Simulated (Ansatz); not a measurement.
W (diamond): energy against volume

Level of theory: DFT, LDA (PW92), plane waves (420 eV) with PAW, scalar-relativistic in Ansatz 0.2.0. (PAW data from PBE, frozen cores regenerated.)

The cell is scaled uniformly from the relaxed one, with fractional coordinates and shape fixed. Energies are extrapolated to zero smearing, pressures are those at the given smearing. Magnetic state: spin not included.

A Birch-Murnaghan fit gives V₀ = 23.27 Å³/atom, B₀ = 136 GPa, B₀′ = 3.8.

(1) What are the energy above the minimum and the pressure at 20.501 Å³/atom?

(2) What are the energy above the minimum and the pressure at 21.433 Å³/atom?

(3) What are the energy above the minimum and the pressure at 24.229 Å³/atom?

Results:

(1) 171.8 meV/atom and 22.22 GPa as computed.

(2) 70.5 meV/atom and 13.32 GPa as computed.

(3) 15.7 meV/atom and -4.95 GPa as computed.
